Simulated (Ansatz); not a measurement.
Se (trigonal-Se type, space group P3_121)

```xyz
3
Lattice="4.5057 0.0000 0.0000 -2.2528 3.9020 0.0000 0.0000 0.0000 4.9913" Properties=species:S:1:pos:R:3 pbc="T T T"
Se     0.9781     0.0000     4.1594
Se    -0.4891     0.8471     0.8319
Se     1.7638     3.0550     2.4956
```

The slice is a (0001) plane (indices of the conventional cell) through the point (0.783, 0.783, 0.500) (fractional), spanned by u = [110] and v = [1 -1 0] in vectors of this cell: u (4.51 Å) and v (7.80 Å, at 90° to u). It covers one period; positions are fractions (u, v).

Computed with r2SCAN (plane waves to 500 eV, PAW, scalar-relativistic; Ansatz, a first-principles code). k mesh 9×9×7. These are valence fields of a PAW run, semicore shells included where kept as valence: close to a nucleus they are smooth pseudo fields. Se was relaxed with its symmetry unable to fall.

**Question.** Predict the map of the electrostatic potential energy of an electron, from the cell's mean on the slice.

**Answer.** 
```
|xxxxxx  ==##%%@@@@%%++  xxxx|
|xxxxxx  ++##%%@@@@@@##::xxxx|
|xx  ..++##%%%%@@@@@@%%##--  |
|****##%%%%%%@@@@@@@@@@@@%%**|
|@@@@@@@@@@@@@@@@@@@@@@@@@@@@|
|@@@@@@@@@@@@@@@@@@@@@@@@@@@@|
|@@@@@@@@@@@@@@@@@@@@@@@@@@@@|
|@@@@@@@@@@%%******##%%%%%%@@|
|@@@@@@%%##--  xx  ..++##%%%%|
|@@@@@@##::xxxxxxxxxx  ++##%%|
|@@@@%%++  xxxxxxxxxx  ==##%%|
|@@@@%%++xxxxxxxxxxxxxx--##@@|
|@@@@%%++  xxxxxxxxxx  ==##%%|
|@@@@@@##::xxxxxxxxxx  ++##%%|
|@@@@@@%%##--  xx  ..++##%%%%|
|@@@@@@@@@@%%******##%%%%%%@@|
|@@@@@@@@@@@@@@@@@@@@@@@@@@@@|
|@@@@@@@@@@@@@@@@@@@@@@@@@@@@|
|@@@@@@@@@@@@@@@@@@@@@@@@@@@@|
|****##%%%%%%@@@@@@@@@@@@%%**|
|xx  ..++##%%%%@@@@@@%%##--  |
|xxxxxx  ++##%%@@@@@@##::xxxx|
|xxxxxx  ==##%%@@@@%%++  xxxx|
|xxxxxxxx--##@@@@@@%%++xxxxxx|
```
Scale: ten equal steps from -3.00 (start of ' ') to 5.04 (end of '@'), in the order ' .:-=+*#%@'. Values: electrostatic potential energy of an electron, from the cell's mean, in eV. The map has 14 points along u (two characters each, u = 0 at the left) and 24 along v (v = 0 in the bottom row). Points within 1 Å of a nucleus are blanked (x), as the pseudised field means little there. Values under -3 eV are set to -3. The zero, the cell's mean, hangs on the PAW cores.
